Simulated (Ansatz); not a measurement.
### Question
La (dhcp (α-La type), space group No. 194) is relaxed with the program Ansatz at the r²SCAN+D4 level (PAW). What lattice parameters of the conventional cell result?

### Answer
a = 3.763 Å, c = 11.983 Å.

Space group P6_3/mmc (dhcp (α-La type)). The r²SCAN+D4 relaxation kept the symmetry of its start. The pairwise dispersion correction was not fitted to metals. Axis ratios of metals converge slowly with the k-mesh, so a and c are less sure than the volume. Spin–orbit coupling is left out wherever it is not named.

Potentials: the later of the program's two PAW sets.
